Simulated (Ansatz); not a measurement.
Kick test of a cell of Hf₃H₈

The cell was found from a structure generator's guess, not taken from experiment.

Theory: Ansatz, DFT PBE, scalar-relativistic, plane waves, PAW. Plane waves to 420 eV, a k mesh through Γ of 8×8×8 on the computed 11-atom cell and Gaussian smearing (0.10 eV); no spin polarisation.

The cell below (11 atoms, space group Pm-3m (No. 221)) is relaxed within its symmetry.

```
Hf H
1.0
     4.65428    0.00000    0.00000
     0.00000    4.65428    0.00000
     0.00000    0.00000    4.65428
Hf H
3 8
Cartesian
  2.3271 0.0000 0.0000
  0.0000 2.3271 0.0000
  0.0000 0.0000 2.3271
  3.4684 3.4684 3.4684
  1.1858 1.1858 3.4684
  1.1858 3.4684 1.1858
  3.4684 1.1858 1.1858
  3.4684 3.4684 1.1858
  1.1858 1.1858 1.1858
  3.4684 1.1858 3.4684
  1.1858 3.4684 3.4684
```

For the test it was strained at random (σ = 1.5 % a component), the atoms were moved at random (σ = 0.15 Å), and all was relaxed again on a coarse 6×6×6 mesh (in the run’s order of axes) with 0.20 eV smearing, with no symmetry imposed.

These runs have no spin–orbit coupling, which can matter for Hf.

Q: Is the structure stable against such a distortion?

A: It returns, within 1 meV/atom of the unmoved cell on that mesh and with the same symmetry when read at 0.1 Å. No instability shows in this cell; modes of other wave vectors, which need another repeat, aren't tested.
